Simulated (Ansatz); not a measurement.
# Equation of state of boron, bcc

Computed with DFT, LDA (PW92), plane waves (420 eV) with PAW, scalar-relativistic in Ansatz 0.2.0. (PAW data from PBE, frozen cores regenerated.)

The cell is scaled uniformly from the relaxed one, with fractional coordinates and shape fixed. Energies are extrapolated to zero smearing, pressures are those at the given smearing. Magnetic state: spin not included.

| V (Å³/atom) | E − E₀ (meV/atom) | P (GPa) |
| --- | --- | --- |
| 5.223 | 83.1 | 41.26 |
| 5.460 | 34.4 | 24.81 |
| 5.698 | 8.0 | 11.24 |
| 5.935 | -0.1 | 0.06 |
| 6.172 | 6.9 | -9.08 |
| 6.410 | 26.3 | -16.40 |
| 6.647 | 55.4 | -22.17 |

**Question.** Fit a third-order Birch-Murnaghan equation.

**Answer.** V₀ = 5.94 Å³/atom, B₀ = 252 GPa, B₀′ = 4.0.
